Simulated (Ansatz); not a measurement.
**LaAl3As2H6O14 — ¹⁷O NMR of the central transition**

Cell: an entry of the Crystallography Open Database (COD), ions relaxed with PBE at fixed cell.

Space group R-3m:H (No. 166); a = 7.0316, c = 16.5151 Å, γ = 120.00°.

```csv
site,Wyckoff,site symmetry,x,y,z
La,3a,-3m,0.0000,0.0000,0.0000
Al,9d,.2/m,0.8333,0.6667,0.1667
H,18h,.m,0.8684,0.1316,0.4511
As,6c,3m,0.0000,0.0000,0.3165
O13,6c,3m,0.0000,0.0000,0.5818
O15,18h,.m,0.8693,0.1307,0.2795
O21,18h,.m,0.7904,0.2096,0.4705
```

One atom of each set is listed; the run and its k-mesh use a cell of 26 atoms with edges of 6.84, 6.84, 6.84 Å.

The numbers come from a DFT calculation in Ansatz (r2SCAN, plane waves and PAW, scalar-relativistic, 500 eV cutoff, Γ-centred 4×4×4 k-points, Fermi–Dirac smearing 0.02 eV).

¹⁷O has I = 5/2 and Q = -25.58 mb (Pyykkö 2018); at 11.7 T its Larmor frequency is ν₀ = 67.6 MHz. Only the quadrupole interaction is simulated: positions count from each site's isotropic chemical shift, and shift anisotropy, dipolar and J coupling are left out.

Problem. Give C_Q, η, the quadrupolar product P_Q = |C_Q|(1 + η²/3)^½, the second-order isotropic shift and the breadth of the pattern (static powder) for each O site.

Solution. 

| site | first shell | C_Q (MHz) | η | P_Q (MHz) | δ_QIS (ppm) | breadth (kHz) |
| --- | --- | --- | --- | --- | --- | --- |
| O13 | 1 As at 1.68 Å; also 3 H at 1.69 Å | -8.20 | 0.00 | 8.20 | -88.5 | 31.1 |
| O15 | 1 As at 1.70 Å, 1 Al at 1.91 Å, angle 124°; also 1 La at 2.62 Å | -7.97 | 0.45 | 8.24 | -89.3 | 41.3 |
| O21 | 1 H at 1.00 Å, 2 Al at 1.89 Å; also 1 La at 2.72 Å | -5.80 | 0.64 | 6.19 | -50.3 | 24.6 |

δ_QIS = −(ν_Q²/30ν₀²)[I(I+1) − 3/4](1 + η²/3) × 10⁶ ppm with ν_Q = 3|C_Q|/[2I(2I−1)]; it falls as 1/B₀² in ppm, and the breadth as 1/B₀ in kHz.

An axis of threefold or higher order runs through O13, so V_zz lies along it and η is zero. At O15 V_zz points along the shorter of its two bonds, to As (within 3°). At O21 V_zz points along its shortest bond, to H (within 2°).

The largest force is 0.7 eV/Å, so the atoms aren't at the calculated equilibrium and relaxing them would move these values. The entry's hydrogen positions were far off; the other atoms hardly move on relaxation.

Hardware: 1 thread of Arm Neoverse V2 (aarch64; 8 cores open to the job, memory cap 2.5 GiB, no GPU), a shared host with a load of 0.6 a core. Wall time 61 s, CPU time 61 s, peak memory 1.2 GiB.
